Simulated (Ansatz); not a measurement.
Put Cu2H3 in Pm-3m (No. 221): Cu on 1b and 1a; H on 3d.

Computed with Ansatz 0.2.0, DFT PBE, scalar-relativistic, plane waves, PAW. Cutoff 420 eV, Γ-centred mesh, Gaussian smearing, no spin polarisation.

The zero of energy is the elements' standard structures at the same level (H₂ as a molecule); no fitted shifts are applied.

Question: Which cell and coordinates does it relax to?

Answer:

Space group Pm-3m (No. 221). a = 3.345 Å, b = 3.345 Å, c = 3.345 Å, α = 90.00°, β = 90.00°, γ = 90.00°
| atom | site | symmetry | x | y | z |
| --- | --- | --- | --- | --- | --- |
| Cu | 1b | m-3m | 0.5000 | 0.5000 | 0.5000 |
| Cu | 1a | m-3m | 0.0000 | 0.0000 | 0.0000 |
| H | 3d | 4/mm.m | 0.5000 | 0.0000 | 0.0000 |

Cu on its first site is surrounded by 12 H at 2.37 Å; around Cu on its second site lie 6 H at 1.67 Å; H has 2 Cu at 1.67 Å, 4 Cu at 2.37 Å and 8 H at 2.37 Å.

Question: Where does its energy lie, and is it a metal?

Answer: The formation energy is +0.49 eV/atom. The gap on the 12×12×12 mesh of the 5-atom cell is 0 eV (a metal). It can't be a ground state, since the elements alone are lower.

The last run used Gaussian smearing of 0.10 eV. The cell is a metal run without spin; a magnetic state may lie lower. With hydrogen, zero-point motion can shift formation energies by some tens of meV/atom. A structure relaxed within its symmetry needn't be a true minimum.
